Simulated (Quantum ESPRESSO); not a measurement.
## GeB2N2O2 (convergence and cost over cutoff and k mesh)

Computed values, not a measurement. The program is pw.x of Quantum ESPRESSO 7.5 (plane-wave density functional theory). The cell is made up: 7 atoms on a wurtzite lattice with one site empty, with randomly drawn elements, strain and displacements, not relaxed. PseudoDojo standard norm-conserving files (v0.5 for PBE, v0.4.1 for LDA and PBEsol) set the functional; there is no spin polarisation, spin-orbit coupling or dispersion term, and the masses in the input are unused placeholders.

Input of the run in row 4:

```
&control calculation='scf', pseudo_dir='./dojo.nc.sr.pbe.v0_5.standard.upf', outdir='./o', disk_io='medium', tprnfor=.true., tstress=.true. /
&system ibrav=0, nat=7, ntyp=4, nbnd=27, ecutwfc=84.00895049, nosym=.true., tot_charge=0,
 occupations='smearing', smearing='fd', degauss=0.0018374661
/
&electrons conv_thr=7.350e-09, electron_maxstep=60, /
ATOMIC_SPECIES
B 1.0 B.upf
Ge 1.0 Ge.upf
N 1.0 N.upf
O 1.0 O.upf
CELL_PARAMETERS angstrom
2.7179 -0.0155 -0.0252
-0.0269 4.6435 0.0717
-0.0411 0.0676 4.5003
ATOMIC_POSITIONS angstrom
Ge 1.3671 2.2939 0.0092
B 1.3808 0.7308 2.2236
B -0.0514 3.1502 2.3006
N -0.0626 0.038 1.701
N 1.239 2.2725 1.6893
O 1.3745 0.7805 3.8757
O -0.0905 3.1729 4.0475
K_POINTS automatic
6 4 4 1 1 1
```

The same cell was run at these settings. Meshes are shifted by half a step, and differences are from the last row, which is itself not exact.

| cutoff (eV) | k mesh | k points solved | threshold (eV) | free energy less the last row's (eV) | pressure (GPa) | largest stress difference (GPa) | largest force difference (eV/Å) | iterations | wall time (s) | k-point pools | processor |
| --- | --- | --- | --- | --- | --- | --- | --- | --- | --- | --- | --- |
| 800 | 2 x 2 x 2 | 4 | 1e-04 | 0.252 | -14.29 | 40.37 | 0.415 | 8 | 7 | 1 | AMD EPYC, Zen 5 class |
| 1143 | 1 x 1 x 1 | 1 | 1e-07 | -4.384 | 7.38 | 16.52 | 2.885 | 13 | 7 | 1 | AMD EPYC, Zen 5 class |
| 748 | 6 x 4 x 4 | 48 | 1e-07 | 2.726 | -43.47 | 60.84 | 0.225 | 12 | 53 | 1 | AMD EPYC, Zen 5 class |
| 1143 | 6 x 4 x 4 | 48 | 1e-07 | 0.000 | 17.09 | 0.05 | 0.004 | 12 | 83 | 1 | AMD EPYC, Zen 5 class |
| 1437 | 8 x 6 x 6 | 144 | 1e-07 | 0.000 | 17.11 | 0.00 | 0.000 | 12 | 366 | 1 | AMD EPYC, Zen 5 class |

Each pool is one process. Wall times include start-up and a band step at six k points, which weighs most on the coarsest meshes. The runs were on shared virtual cores whose load varied, so times are rough.